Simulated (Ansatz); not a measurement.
Lu:
```
CELL_PARAMETERS angstrom
      3.45600     0.00000     0.00000
     -1.72800     2.99298     0.00000
      0.00000     0.00000     5.37785
ATOMIC_POSITIONS crystal
  Lu 0.33333 0.66667 0.75000
  Lu 0.66667 0.33333 0.25000
```

This is the PBE+D3(BJ)-relaxed structure. Cartesian axes are those of the cell as given.

Question: All from PBE+D3(BJ) (plane waves, PAW; program Ansatz), unless another level is named. Estimate the Young's modulus.

Answer: 84.7 GPa.

Question: What about the elastic constants (relaxed ions, GPa)?

Answer: C11 = 97.1, C12 = 29.2, C13 = 22.6, C33 = 100.0, C44 = 33.9.

Space group P6_3/mmc (hcp (Mg type)). The cell was relaxed with PBE+D3(BJ) under the symmetry of its start. The pairwise dispersion correction was not fitted to metals. As this level gives no gap, shear constants depend on the k-mesh and smearing (Fermi–Dirac, 0.1 eV here). On the denser mesh and wider smearing of the elastic run this cell carries a stress of 0.3 GPa. Scalar-relativistic: spin–orbit coupling is off unless named, which matters more the heavier the elements.

Potentials: the later of the program's two PAW sets.
